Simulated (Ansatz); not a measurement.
All numbers below come from Ansatz 0.2.0, DFT PBE, scalar-relativistic, plane waves, PAW. All cells share a 420 eV cutoff and Γ-centred k meshes spaced at most about 0.3 Å⁻¹ (about 0.25 or finer for metals, 2π included). No spin polarisation in the final relaxations.

These are static total energies at zero pressure.

Two relaxed structures of CuH3:

1.

```yaml
crystal:
  lattice:
    - [2.77107, 0.00000, 0.00000]
    - [0.00000, 2.77107, 0.00000]
    - [0.00000, 0.00000, 2.77107]
  atoms:
    - { symbol: Cu, position: [0.00000, 0.00000, 0.00000] }
    - { symbol: H, position: [0.50000, 0.50000, 0.00000] }
    - { symbol: H, position: [0.50000, 0.00000, 0.50000] }
    - { symbol: H, position: [0.00000, 0.50000, 0.50000] }
```

2.

```yaml
crystal:
  lattice:
    - [-1.81574, 1.81574, 1.81574]
    - [1.81574, -1.81574, 1.81574]
    - [1.81574, 1.81574, -1.81574]
  atoms:
    - { symbol: Cu, position: [0.00000, 0.00000, 0.00000] }
    - { symbol: H, position: [0.00000, 0.50000, 0.50000] }
    - { symbol: H, position: [0.50000, 0.00000, 0.50000] }
    - { symbol: H, position: [0.50000, 0.50000, 0.00000] }
```

Question: Which is lower in energy, and by how much?

Answer: Cell 1 is lower, by 220 meV/atom. Cell 1 has the Cu3Au (L1_2) type, space group Pm-3m (No. 221), 5.3 Å³/atom and no gap on its mesh; cell 2 has space group Im-3m (No. 229), 6.0 Å³/atom and no gap. Counting H atoms around Cu (those within 1.25 times the shortest such distance or 1.15 times the sum of covalent radii), cell 1 has Cu 12 and cell 2 has Cu 6. The denser one is the lower, and pressure would at first widen the difference. Even the lower one lies +0.67 eV/atom against the reference forms of the elements (uncorrected), so neither is stable at this level. In cell 1, Cu has 12 H at 1.96 Å; H is surrounded by 4 Cu at 1.96 Å and 8 H at 1.96 Å. In cell 2, Cu has 6 H at 1.82 Å; H has 2 Cu at 1.82 Å and 4 H at 1.82 Å. Both come from invented guesses.

With hydrogen, zero-point motion can shift such differences by 10 meV/atom or more. Cells relaxed within their symmetry can be saddle points.
